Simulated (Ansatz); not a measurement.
## Kick test of a cell of Sc4SiS2

It was reached by relaxing an invented guess, and it needn't be the stable form of this composition.

Computed with DFT PBE, scalar-relativistic, plane waves, PAW (Ansatz). Cutoff 420 eV; k points 6×6×8 on the computed 7-atom cell (Γ-centred); Gaussian smearing, width 0.10 eV; no spin polarisation.

The cell below (7 atoms, space group Cmmm (No. 65)) is relaxed within its symmetry.

```xyz
7
Lattice="3.6623 -5.2160 0.0000 3.6623 5.2160 0.0000 0.0000 0.0000 3.7205" Properties=species:S:1:pos:R:3 pbc="T T T"
Sc    3.6623   -2.6249    0.0000
Sc    1.8569    0.0000    1.8603
Sc    5.4676    0.0000    1.8603
Sc    3.6623    2.6249    0.0000
Si    0.0000    0.0000    0.0000
S     1.8311   -2.6080    1.8603
S     1.8311    2.6080    1.8603
```

For the test it was strained at random (σ = 1.5 % a component), the atoms were moved at random (σ = 0.15 Å), and all was relaxed again on a coarse 6×4×4 mesh (in the run’s order of axes) with 0.20 eV smearing, with no symmetry imposed.

Question: Does it come back?

Answer: It returns, within 1 meV/atom of the unmoved cell on that mesh and with the same symmetry when read at 0.1 Å. So it is stable against the distortions that fit this cell and that this random move excites. Modes that don't fit the cell aren't tested.
